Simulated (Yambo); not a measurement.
# Bethe-Salpeter results for MoS2

```
MoS2
1.0
    1.57689     0.91042     5.99618
   -1.57689     0.91042     5.99618
    0.00000    -1.82084     5.99618
S Mo
2 1
Direct
  0.42007   0.42007   0.42007
  0.24619   0.24619   0.24619
  0.99976   0.99976   0.99976
```

Cell and atoms were relaxed with PBE+D3(BJ) from Materials Project entry mp-1434, within its symmetry.

BSE in Yambo on PBEsol (pw.x of Quantum ESPRESSO, ONCV potentials, with spin-orbit coupling) bands: 6×6×6 mesh, 8 valence and 8 conduction bands, static screening with 68 bands and a 4 Ry block, scissor 0.41 eV, Tamm-Dancoff; field along x.

```json
[
 {"state": "1", "energy (eV)": "1.80", "states within 2 meV": "2", "relative strength": "< 0.01", "class": "dark", "main transitions": "VB → CB+1 (61 %)"},
 {"state": "2", "energy (eV)": "1.82", "states within 2 meV": "2", "relative strength": "0.94", "class": "strong", "main transitions": "VB → CB (64 %)"},
 {"state": "3", "energy (eV)": "1.94", "states within 2 meV": "2", "relative strength": "< 0.01", "class": "dark", "main transitions": "VB−1 → CB (63 %)"},
 {"state": "4", "energy (eV)": "1.96", "states within 2 meV": "2", "relative strength": "1.00", "class": "strong", "main transitions": "several band pairs"},
 {"state": "5", "energy (eV)": "1.97", "states within 2 meV": "4", "relative strength": "< 0.01", "class": "weak", "main transitions": "VB → CB (64 %)"},
 {"state": "6", "energy (eV)": "1.98", "states within 2 meV": "2", "relative strength": "< 0.01", "class": "dark", "main transitions": "several band pairs"},
 {"state": "7", "energy (eV)": "1.98", "states within 2 meV": "2", "relative strength": "0.26", "class": "strong", "main transitions": "several band pairs"},
 {"state": "8", "energy (eV)": "2.05", "states within 2 meV": "8", "relative strength": "< 0.01", "class": "dark", "main transitions": "several band pairs"},
 {"state": "9", "energy (eV)": "2.07", "states within 2 meV": "2", "relative strength": "< 0.01", "class": "dark", "main transitions": "several band pairs"},
 {"state": "10", "energy (eV)": "2.07", "states within 2 meV": "2", "relative strength": "< 0.01", "class": "dark", "main transitions": "VB → CB+1 (80 %)"}
]
```

These are vertical excitations (zero momentum); the indirect quasiparticle gap, about 1.20 eV, is smaller than the direct one (2.44 eV on the GW mesh). The direct quasiparticle gap on this mesh is 2.10 eV; counted from there, state 1 is bound by 0.30 eV. Convergence with the mesh was not shown.

Strengths are relative to the strongest of the lowest states of this run; strong means a line over 3 % of the spectrum's maximum, dark under 0.03 %. Absolute energies carry the error of the G0W0 scissor, whose convergence isn't established; the long-wavelength screening was taken along (1,1,1) although the crystal is anisotropic.
